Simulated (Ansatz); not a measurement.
NaF:
```
CELL_PARAMETERS angstrom
      0.00000     2.29753     2.29753
      2.29753     0.00000     2.29753
      2.29753     2.29753     0.00000
ATOMIC_POSITIONS crystal
  Na 0.00000 0.00000 0.00000
  F  0.50000 0.50000 0.50000
```

Relaxed with r²SCAN. r²SCAN (plane waves, PAW; program Ansatz) gives a gap of 7.28 eV.

### Question
What gap does HSE06 give on the same cell (Ansatz, PAW)?

### Answer
8.63 eV, 1.35 eV more. The hybrid was solved on a coarser mesh and at special points; the gap given is the minimum over both.

```csv
k,v1 r²SCAN,c1 r²SCAN,v1 HSE06,c1 HSE06
Γ,0.00,7.28,0.00,8.63
X,-0.42,14.19,[?],[?]
L,-0.27,11.79,[?],[?]
W,-0.58,14.27,[?],[?]
K,-0.38,13.85,[?],[?]
```

### Question
Top valence (v1) and lowest conduction level (c1) in eV from each method's valence maximum (which need not be a listed point): supply the withheld HSE06 values.

### Answer

- L, v1 HSE06: -0.28
- L, c1 HSE06: 13.18
- K, v1 HSE06: -0.41
- K, c1 HSE06: 15.25
- X, v1 HSE06: -0.44
- X, c1 HSE06: 15.56
- W, v1 HSE06: -0.62
- W, c1 HSE06: 15.70

Cost on shared cores: the r²SCAN run (SCF on a 10×10×10 mesh, then bands and DOS) roughly 11 core-seconds, the HSE06 run (SCF on 8×8×8, then a few points) roughly 70 core-seconds; the tasks are unlike.

Space group Fm-3m (rock salt). The cell was relaxed with r²SCAN under the symmetry of its start.

Potentials: the earlier of the program's two PAW sets. The files were generated under PBE; for other functionals the program regenerates the frozen cores, and for LDA and PBEsol the local potential too.
